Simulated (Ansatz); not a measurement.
C (diamond)

```
CELL_PARAMETERS angstrom
      0.00000     1.78014     1.78014
      1.78014     0.00000     1.78014
      1.78014     1.78014     0.00000
ATOMIC_POSITIONS crystal
  C  0.50000 0.50000 0.50000
  C  0.75000 0.75000 0.75000
```

The slice is a {111} plane (indices of the conventional cell) through the point (0.500, 0.500, 0.500) (fractional), spanned by u = [100] and v = [-1 2 0] in vectors of this cell: u (2.52 Å) and v (4.36 Å, at 90° to u). It covers one period; positions are fractions (u, v).

Method: r2SCAN (plane waves to 500 eV, PAW, scalar-relativistic; Ansatz, a first-principles code). k mesh 16×16×16. Inside the PAW spheres the values are not all-electron values, and peaks at nuclei hang on which shells count as valence. C was relaxed with its symmetry unable to fall.

Q: Sketch the density of the highest valence band (whole band, smooth part) on this plane as a map.

A: 
```
|::--**##**==--::......::--==**##**--|
|****##**++--::....  ....::--++**##**|
|@@@@##**==::..          ..::==**##@@|
|@@@@##++--::..          ..::--++##@@|
|%%%%**==::..              ..::==**%%|
|####++==::..              ..::==++##|
|##**++==::....          ....::==++**|
|##**++==--::....      ....::--==++**|
|****++==--::::..........::::--==++**|
|******++====--::::::::::--====++****|
|**********++++==========++++********|
|******########**********########****|
|++****##%%%%@@%%######%%@@%%%%##****|
|++++++**%%@@@@%%**++**%%@@@@%%**++++|
|--====++##@@@@##--..--##@@@@##++====|
|::::--==**##%%**::  ::**%%##**==--::|
|....::--==**##**--::--**##**==--::..|
|  ....::--++**##******##**++--::....|
|      ..::==**##@@@@@@##**==::..    |
|      ..::--++##@@@@@@##++--::..    |
|        ..::==**%%%%%%**==::..      |
|        ..::==++######++==::..      |
|      ....::==++**##**++==::....    |
|    ....::--==++**##**++==--::....  |
|......::::--==++******++==--::::....|
|::::::--====++**********++====--::::|
|======++++******************++++====|
|******########**********########****|
|####%%@@%%%%##****++****##%%%%@@%%##|
|++**%%@@@@%%**++++++++++**%%@@@@%%**|
|..--##@@@@##++====--====++##@@@@##--|
|  ::**%%##**==--::::::--==**##%%**::|
```
Scale: ten equal steps from 0.016 (start of ' ') to 0.433 (end of '@'), in the order ' .:-=+*#%@'. Values: density of the highest valence band (whole band, smooth part) in e/Å³. The map has 18 points along u (two characters each, u = 0 at the left) and 32 along v (v = 0 in the bottom row).
